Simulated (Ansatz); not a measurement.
BP:
Space group F-43m (No. 216); a = b = c = 4.520 Å, α = β = γ = 90.00°

| atom | site | symmetry | x | y | z |
|---|---|---|---|---|---|
| B | 4a | -43m | 0.0000 | 0.0000 | 0.0000 |
| P | 4c | -43m | 0.2500 | 0.2500 | 0.2500 |
(The calculation used a cell of 2 atoms; values per cell refer to that cell.)

Relaxed with PBEsol. Independent-particle spectrum: no excitons, no local fields, no scissors shift; 0.1 eV broadening; ε₁ of the summed bands alone.

Q: Tabulate the dielectric function from plane-wave PAW PBEsol (Ansatz code).

A: 

```csv
E (eV),ε₁ xx,ε₂ xx
0.0,9.68,0.00
0.4,9.72,0.00
0.8,9.85,0.00
1.2,10.08,0.00
1.6,10.42,0.00
2.0,10.91,0.00
2.4,11.61,0.00
2.8,12.68,0.00
3.2,14.66,0.01
3.6,16.97,3.28
4.0,17.17,5.13
4.4,18.14,7.02
4.8,19.84,9.56
5.2,23.53,13.78
5.6,28.52,36.87
6.0,-13.14,33.75
6.4,-8.32,19.94
6.8,-9.27,14.32
7.2,-8.00,10.75
7.6,-6.86,8.79
8.0,-6.46,7.43
8.4,-5.89,6.25
8.8,-5.47,5.18
9.2,-5.11,4.31
9.6,-4.57,3.52
10.0,-3.99,2.94
10.4,-3.53,2.67
10.8,-3.17,2.44
11.2,-3.12,2.12
11.6,-2.72,1.82
12.0,-2.46,1.75
```

Q: From ε at 4.8 eV (xx: 19.84 + 9.56i), find n, k, the normal reflectivity and the absorption coefficient.

A: n = 4.58, k = 1.045, R = 43 %, α = 2kE/ħc = 510000 cm⁻¹.

With all bands, ε∞ without local fields is 9.71. DFPT, with local fields, gives 9.30.

The PBEsol relaxation kept the symmetry of its start.

Potentials: the earlier of the program's two PAW sets. The files were generated under PBE; for other functionals the program regenerates the frozen cores, and for LDA and PBEsol the local potential too.
